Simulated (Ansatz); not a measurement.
Data:

SiRh in space group P6/mmm (No. 191; Rh on 3f, Si on 1a, Si on 2d), a = b = 5.2534 Å, c = 3.8059 Å, α = β = 90.00°, γ = 120.00°.

This is the PBEsol-relaxed structure.

All from plane-wave PAW PBEsol (Ansatz code), unless another level is named. Give the highest zone-centre frequency.

438 cm⁻¹.

Give the bulk modulus (Birch–Murnaghan fit).

199 GPa.

A made-up cell: these elements were put on the sites of a structure type; neither database checked (COD, Materials Project) lists it. COD files the formula under space group No. 14, so this cell is another polymorph or a model. Whether it is the stable phase at ambient conditions was not checked. The cell was relaxed with PBEsol under the symmetry of its start. At this level the phase is dynamically unstable (imaginary phonons). The run is not spin-polarised. As this level gives no gap, phonon frequencies hold no LO–TO term and depend on the k-mesh and smearing (Fermi–Dirac, 0.1 eV here).

Potentials: the later of the program's two PAW sets.
